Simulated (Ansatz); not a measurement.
CrGe$_{2}$ (fluorite or antifluorite type, space group No. 225) under volume change, PBE (plane waves, PAW; program Ansatz), scaled uniformly.

```
V (Å³/atom)  E − E(relaxed) (meV/atom)  P (GPa)
-----------  -------------------------  -------
16.447                            41.3     8.95
16.989                            17.4     5.32
17.532                             4.2     2.54
18.074                             0.0     0.00
18.616                             4.0    -2.30
19.158                            15.1    -4.23
19.700                            32.3    -5.81
```

### Question
What does a third-order Birch–Murnaghan fit give for V₀, B₀ and B′?

### Answer
V₀ = 18.06 Å³/atom, B₀ = 79.4 GPa, B′ = 3.9.

Space group Fm-3m (fluorite or antifluorite type). The cell is a constructed one: a structure type filled with these elements; neither database checked (COD, Materials Project) lists it. Whether it is the stable phase at ambient conditions was not checked. Symmetry was held in the PBE relaxation; whether a distortion lowers the energy is not shown. Spin order of the final state: ferromagnetic, chosen from 3 collinear starts compared on coarse meshes (ties went to the first, and starts can fall back to one state), not a proven ground state.

Potentials: the later of the program's two PAW sets.
